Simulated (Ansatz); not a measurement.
Polymorphs of La, each relaxed with r²SCAN in the plane-wave PAW code Ansatz:

A: simple cubic (Pm-3m)
a = b = c = 3.2950 Å, α = β = γ = 90.00°

```tsv
atom	site	symmetry	x	y	z
La	1a	m-3m	0.0000	0.0000	0.0000
```

B: diamond (Fd-3m)
a = 6.654 Å, b = 6.654 Å, c = 6.654 Å, α = 90.00°, β = 90.00°, γ = 90.00°

```json
[
 {"atom": "La", "site": "8b", "symmetry": "-43m", "x": "0.5000", "y": "0.5000", "z": "0.5000"}
]
```

Task: Order them by energy per atom at 0 K (lowest first) at the level r²SCAN.

Result: A (+0 meV/atom), B (+424 meV/atom)

Constructed cells (a structure type filled with these elements, in neither database checked): A. Typed or built starts, not in the databases checked: B. Not the usual ambient phase: A; B. Unstable at this level: A; B. All cells were relaxed under the symmetry of their starts (and spin orders); stability against distortions was not tested throughout. Spin–orbit coupling is left out wherever it is not named.

Energies hold the estimated change up to a 700 eV cutoff; steps of a few meV lie near the error of the meshes.

Potentials: the later of the program's two PAW sets.
